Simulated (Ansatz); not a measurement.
## Ge2Sb2Te5 (P-3m1), rigid cleavage

Theory: Ansatz 0.2.0, DFT PBEsol, scalar-relativistic, plane waves, PAW. Cutoff 420 eV, Γ-centred 11×11×3 k-points, Gaussian smearing of 0.15 eV. No spin polarisation. Energies are free energies at this smearing, counted from the undisturbed cell; pressure is positive in compression.

The starting cell (relaxed at this level; it needn't be the usual structure):

```
CELL_PARAMETERS angstrom
-4.20173 0.00000 0.00000
-2.10087 -3.63881 0.00000
0.00000 0.00000 17.10608
ATOMIC_POSITIONS crystal
Ge 0.00000 0.00000 0.83811
Ge 0.00000 0.00000 0.16189
Sb 0.33333 0.33333 0.61669
Sb 0.66667 0.66667 0.38331
Te 0.00000 0.00000 0.50000
Te 0.33333 0.33333 0.28106
Te 0.66667 0.66667 0.71894
Te 0.33333 0.33333 0.92068
Te 0.66667 0.66667 0.07932
```

The cut lies on the cell's a–b face, a (0 0 1) plane (indices in the standard cell, whose axes needn't be the Cartesian ones shown) of area 15.29 Å², between layers 2.71 Å apart. Vector c is lengthened by d along the normal with the atoms' Cartesian places fixed: one unrelaxed cut a cell.

```
d (Å) energy (J/m²)
-0.30           0.04
 0.00           0.00
 0.25           0.01
 0.50           0.04
 0.75           0.07
 1.00           0.10
 1.50           0.14
 2.00           0.16
 3.00           0.18
 4.50           0.18
 6.00           0.18
```

Task: Predict the traction dE/dd (GPa) at each point.

Result:
```
d (Å) traction dE/dd (GPa)
-0.30                  -2.9
 0.00                   0.0
 0.25                   1.0
 0.50                   1.3
 0.75                   1.2
 1.00                   1.0
 1.50                   0.6
 2.00                   0.3
 3.00                   0.1
 4.50                   0.0
 6.00                   0.0
```

Cost: 11 runs of about 9.9 core-minutes in all, on Intel Xeon Platinum 8375C (Ice Lake) (shared hosts).